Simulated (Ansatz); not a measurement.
Geometry optimisation in Ansatz: input, command and trajectory.

```yaml
crystal:
  lattice:
    - [6.6056517305, 0.0, 0.0]
    - [-3.3028258653, 5.7206622072, 0.0]
    - [0.0, 0.0, 5.3020547151]
  atoms:
    - { symbol: B, position: [0.3333333333, 0.6666666667, 0.25] }
    - { symbol: B, position: [0.6666666667, 0.3333333333, 0.75] }
    - { symbol: Bi, position: [0.833, 0.666, 0.25] }
    - { symbol: Bi, position: [0.167, 0.833, 0.75] }
    - { symbol: Bi, position: [0.334, 0.167, 0.25] }
    - { symbol: Bi, position: [0.167, 0.334, 0.75] }
    - { symbol: Bi, position: [0.833, 0.167, 0.25] }
    - { symbol: Bi, position: [0.666, 0.833, 0.75] }
basis:
  ecutwfc: 420
kpoints:
  mp_grid: { grid: [3, 3, 4] }
hamiltonian:
  xc: pbe
scf:
  occupations: { method: gaussian, width: 0.1 }
  lower_state_search: "off"
output:
  forces: true
  stress: true
  eigenvalues: true
relax:
  adjacent_minimum: "off"
  f_tol: 0.04
  max_steps: 70
  cell: { stress_tol: 0.4 }
```

```bash
ansatz run input.yaml --threads 1 --pin off --max-ram 2560MiB --backend cpu --events-out ev --progress --plain --runs-dir out
```

Level of theory: Ansatz, DFT PBE, scalar-relativistic, plane waves, PAW.

Of 18 frames 10 are shown, positions in Å and forces in eV/Å; the SCF threshold varies from step to step. Steps run on the plane waves of an earlier cell, with a Pulay correction in the pressure. The basis is chosen afresh for the last frame, the zero of the energies, and at times for earlier ones too; energy and pressure step there, also at an unchanged geometry. Here that happened at step 14 (-73 meV/atom, 3.9 GPa); the frames before carry an error of that size. The mark taken_back stands on steps that the optimiser undid.

```xyz
8
Lattice="6.6057 0.0000 0.0000 -3.3028 5.7207 0.0000 0.0000 0.0000 5.3021" Properties=species:S:1:pos:R:3:forces:R:3 pbc="T T T" step=1 free_energy_over_end_meV_per_atom=493.19 pressure_GPa=3.86
B     0.0000    3.8138    1.3255    0.0000    0.0000    0.0000
B     3.3028    1.9069    3.9765    0.0000    0.0000    0.0000
Bi    3.3028    3.8100    1.3255    0.0000   -0.7334    0.0000
Bi   -1.6481    4.7653    3.9765    0.6352   -0.3667    0.0000
Bi    1.6547    0.9554    1.3255    0.6352    0.3667    0.0000
Bi    0.0000    1.9107    3.9765    0.0000    0.7334    0.0000
Bi    4.9509    0.9554    1.3255   -0.6352    0.3667    0.0000
Bi    1.6481    4.7653    3.9765   -0.6352   -0.3667    0.0000
8
Lattice="6.9943 0.0000 0.0000 -3.4972 6.0573 0.0000 0.0000 0.0000 5.0281" Properties=species:S:1:pos:R:3:forces:R:3 pbc="T T T" step=3 free_energy_over_end_meV_per_atom=398.56 pressure_GPa=-0.07
B     0.0000    4.0382    1.2570    0.0000    0.0000    0.0000
B     3.4972    2.0191    3.7711    0.0000    0.0000    0.0000
Bi    3.4972    3.8458    1.2570    0.0000   -0.0603    0.0000
Bi   -1.5820    4.9516    3.7711    0.0522   -0.0301    0.0000
Bi    1.9152    1.1057    1.2570    0.0522    0.0301    0.0000
Bi    0.0000    2.2114    3.7711    0.0000    0.0603    0.0000
Bi    5.0792    1.1057    1.2570   -0.0522    0.0301    0.0000
Bi    1.5820    4.9516    3.7711   -0.0522   -0.0301    0.0000
8
Lattice="7.3365 0.0000 0.0000 -3.6683 6.3536 0.0000 0.0000 0.0000 4.5106" Properties=species:S:1:pos:R:3:forces:R:3 pbc="T T T" step=5 free_energy_over_end_meV_per_atom=324.60 pressure_GPa=0.97
B     0.0000    4.2357    1.1276    0.0000    0.0000    0.0000
B     3.6683    2.1179    3.3829    0.0000    0.0000    0.0000
Bi    3.6683    3.9446    1.1276    0.0000    0.1752    0.0000
Bi   -1.5820    5.1491    3.3829   -0.1517    0.0876    0.0000
Bi    2.0862    1.2045    1.1276   -0.1517   -0.0876    0.0000
Bi    0.0000    2.4090    3.3829    0.0000   -0.1752    0.0000
Bi    5.2503    1.2045    1.1276    0.1517   -0.0876    0.0000
Bi    1.5820    5.1491    3.3829    0.1517    0.0876    0.0000
8
Lattice="7.7650 0.0000 0.0000 -3.8825 6.7247 0.0000 0.0000 0.0000 3.9932" Properties=species:S:1:pos:R:3:forces:R:3 pbc="T T T" step=7 free_energy_over_end_meV_per_atom=202.09 pressure_GPa=1.07
B     0.0000    4.4831    0.9983    0.0000    0.0000    0.0000
B     3.8825    2.2416    2.9949    0.0000    0.0000    0.0000
Bi    3.8825    4.1317    0.9983    0.0000   -0.2562    0.0000
Bi   -1.6369    5.4282    2.9949    0.2219   -0.1281    0.0000
Bi    2.2456    1.2965    0.9983    0.2219    0.1281    0.0000
Bi    0.0000    2.5929    2.9949    0.0000    0.2562    0.0000
Bi    5.5194    1.2965    0.9983   -0.2219    0.1281    0.0000
Bi    1.6369    5.4282    2.9949   -0.2219   -0.1281    0.0000
8
Lattice="8.2690 0.0000 0.0000 -4.1345 7.1612 0.0000 0.0000 0.0000 3.4765" Properties=species:S:1:pos:R:3:forces:R:3 pbc="T T T" step=9 free_energy_over_end_meV_per_atom=146.52 pressure_GPa=1.11 taken_back
B     0.0000    4.7741    0.8691    0.0000    0.0000    0.0000
B     4.1345    2.3871    2.6074    0.0000    0.0000    0.0000
Bi    4.1345    4.2372    0.8691    0.0000    0.2191    0.0000
Bi   -1.6022    5.6992    2.6074   -0.1898    0.1096    0.0000
Bi    2.5323    1.4620    0.8691   -0.1898   -0.1096    0.0000
Bi    0.0000    2.9240    2.6074    0.0000   -0.2191    0.0000
Bi    5.7368    1.4620    0.8691    0.1898   -0.1096    0.0000
Bi    1.6022    5.6992    2.6074    0.1898    0.1096    0.0000
8
Lattice="8.1666 0.0000 0.0000 -4.0833 7.0725 0.0000 0.0000 0.0000 3.6593" Properties=species:S:1:pos:R:3:forces:R:3 pbc="T T T" step=10 free_energy_over_end_meV_per_atom=127.65 pressure_GPa=-1.00
B     0.0000    4.7150    0.9148    0.0000    0.0000    0.0000
B     4.0833    2.3575    2.7445    0.0000    0.0000    0.0000
Bi    4.0833    4.2178    0.9148    0.0000    0.0254    0.0000
Bi   -1.6111    5.6452    2.7445   -0.0220    0.0127    0.0000
Bi    2.4722    1.4273    0.9148   -0.0220   -0.0127    0.0000
Bi    0.0000    2.8547    2.7445    0.0000   -0.0254    0.0000
Bi    5.6944    1.4273    0.9148    0.0220   -0.0127    0.0000
Bi    1.6111    5.6452    2.7445    0.0220    0.0127    0.0000
8
Lattice="8.2136 0.0000 0.0000 -4.1068 7.1132 0.0000 0.0000 0.0000 3.5369" Properties=species:S:1:pos:R:3:forces:R:3 pbc="T T T" step=12 free_energy_over_end_meV_per_atom=128.75 pressure_GPa=0.08 taken_back
B     0.0000    4.7421    0.8842    0.0000    0.0000    0.0000
B     4.1068    2.3711    2.6527    0.0000    0.0000    0.0000
Bi    4.1068    4.2494    0.8842    0.0000   -0.1454    0.0000
Bi   -1.6267    5.6813    2.6527    0.1259   -0.0727    0.0000
Bi    2.4801    1.4319    0.8842    0.1259    0.0727    0.0000
Bi    0.0000    2.8638    2.6527    0.0000    0.1454    0.0000
Bi    5.7335    1.4319    0.8842   -0.1259    0.0727    0.0000
Bi    1.6267    5.6813    2.6527   -0.1259   -0.0727    0.0000
8
Lattice="8.1730 0.0000 0.0000 -4.0865 7.0781 0.0000 0.0000 0.0000 3.5951" Properties=species:S:1:pos:R:3:forces:R:3 pbc="T T T" step=14 free_energy_over_end_meV_per_atom=50.42 pressure_GPa=3.88
B     0.0000    4.7187    0.8988    0.0000    0.0000    0.0000
B     4.0865    2.3594    2.6963    0.0000    0.0000    0.0000
Bi    4.0865    4.2240    0.8988    0.0000    0.0153    0.0000
Bi   -1.6148    5.6510    2.6963   -0.0133    0.0077    0.0000
Bi    2.4717    1.4270    0.8988   -0.0133   -0.0077    0.0000
Bi    0.0000    2.8540    2.6963    0.0000   -0.0153    0.0000
Bi    5.7014    1.4270    0.8988    0.0133   -0.0077    0.0000
Bi    1.6148    5.6510    2.6963    0.0133    0.0077    0.0000
8
Lattice="8.4827 0.0000 0.0000 -4.2413 7.3462 0.0000 0.0000 0.0000 3.5759" Properties=species:S:1:pos:R:3:forces:R:3 pbc="T T T" step=16 free_energy_over_end_meV_per_atom=7.59 pressure_GPa=0.91
B     0.0000    4.8975    0.8940    0.0000    0.0000    0.0000
B     4.2413    2.4487    2.6819    0.0000    0.0000    0.0000
Bi    4.2413    4.3272    0.8940    0.0000   -0.0314    0.0000
Bi   -1.6268    5.8367    2.6819    0.0272   -0.0157    0.0000
Bi    2.6146    1.5095    0.8940    0.0272    0.0157    0.0000
Bi    0.0000    3.0191    2.6819    0.0000    0.0314    0.0000
Bi    5.8681    1.5095    0.8940   -0.0272    0.0157    0.0000
Bi    1.6268    5.8367    2.6819   -0.0272   -0.0157    0.0000
8
Lattice="8.6871 0.0000 0.0000 -4.3435 7.5232 0.0000 0.0000 0.0000 3.5639" Properties=species:S:1:pos:R:3:forces:R:3 pbc="T T T" step=18 free_energy_over_end_meV_per_atom=0.00 pressure_GPa=-0.11
B     0.0000    5.0155    0.8910    0.0000    0.0000    0.0000
B     4.3435    2.5077    2.6729    0.0000    0.0000    0.0000
Bi    4.3435    4.3851    0.8910    0.0000   -0.0358    0.0000
Bi   -1.6258    5.9542    2.6729    0.0310   -0.0179    0.0000
Bi    2.7177    1.5691    0.8910    0.0310    0.0179    0.0000
Bi    0.0000    3.1381    2.6729    0.0000    0.0358    0.0000
Bi    5.9694    1.5691    0.8910   -0.0310    0.0179    0.0000
Bi    1.6258    5.9542    2.6729   -0.0310   -0.0179    0.0000
```

The start puts this composition into another compound's structure type, which needn't suit it. At the end the space group is P6_3/mmc (tolerance 0.05 Å).

It took 110 s on 1 thread of Arm Neoverse V2 (shared host), peak memory 0.49 GiB.

The k mesh is coarse. Spin–orbit coupling is left out, which can shift energies with elements as heavy as these.